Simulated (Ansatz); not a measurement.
Zn$_{4}$TeS$_{3}$ in space group P-4m2 (No. 115; Pearson symbol tP8), plane-wave PAW PBEsol (Ansatz code). The conduction-band minimum lies at Γ, with 1 equivalent valley. Second derivatives d²E/dk² of the lowest band at one valley (eV·Å²), along Cartesian directions:

```json
[
 {"direction": "[100]", "d²E/dk²": "53.80"},
 {"direction": "[010]", "d²E/dk²": "53.80"},
 {"direction": "[001]", "d²E/dk²": "54.15"},
 {"direction": "[110]", "d²E/dk²": "53.86"},
 {"direction": "[101]", "d²E/dk²": "53.95"},
 {"direction": "[011]", "d²E/dk²": "53.95"}
]
```

### Question
Find the principal effective masses, the density-of-states mass and the conductivity mass.

### Answer
Off-diagonal terms follow from H_xy = H[110] − (H_xx + H_yy)/2, and m*/mₑ = 7.620 eV·Å² over each eigenvalue: 0.14, 0.14, 0.14. One valley's DOS mass (m₁m₂m₃)^(1/3) = 0.14, conductivity mass 3/(Σ 1/mᵢ) = 0.14 mₑ.

### Question
What effective density of states Nc follows at 300 K for parabolic valleys?

### Answer
Nc = 2.509e19 × 1 × (0.14)^(3/2) ≈ 1.3e18 cm⁻³.

The start of the workflow was typed in or built on a structure type; neither database checked (COD, Materials Project) lists it. Its standing as an ambient phase is unchecked. The PBEsol relaxation kept the symmetry of its start; whether a distortion lowers the energy is not shown. Scalar-relativistic: spin–orbit coupling is off unless named, which matters more the heavier the elements.

Potentials: the earlier of the program's two PAW sets. The files were generated under PBE; for other functionals the program regenerates the frozen cores, and for LDA and PBEsol the local potential too.

Edges and masses are those of Kohn–Sham bands, whose gap is no quasiparticle gap.
